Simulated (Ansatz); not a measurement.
Input and command of a plane-wave DFT calculation in Ansatz:

```yaml
crystal:
  lattice:
    - [0.0, 2.0207463999, 2.0207463999]
    - [2.0207463999, 0.0, 2.0207463999]
    - [2.0207463999, 2.0207463999, 0.0]
  atoms:
    - { symbol: Ta, position: [0.0, 0.0, 0.0] }
basis:
  ecutwfc: 420
kpoints:
  mp_grid: { grid: [20, 20, 20] }
hamiltonian:
  xc: lda
scf:
  occupations: { method: fermi_dirac, width: 0.15 }
output:
  forces: true
  stress: true
  eigenvalues: true
relax:
  adjacent_minimum: "off"
  f_tol: 0.001
  max_steps: 60
  cell: { stress_tol: 0.02, p_target: 35.0 }
```

```bash
ansatz run input.yaml --threads 1 --pin off --max-ram 3072MiB --backend cpu --events-out ev --progress --plain --runs-dir out
```

Processor: Intel(R) Xeon(R) Platinum 8375C CPU @ 2.90GHz (Ice Lake), 1 thread, on a host shared with other jobs.

Q: Estimate time, memory and problem size.

A: About 15 s on 1 thread of Intel(R) Xeon(R) Platinum 8375C CPU @ 2.90GHz (Ice Lake), on a shared host, peak memory 0.39 GiB. It solves 11 bands at 256 k points (the mesh reduced by the symmetry that the task leaves, which can be less than the crystal's) with about 307 plane waves (on the last cell), in 27 SCF iterations over 6 ionic steps.
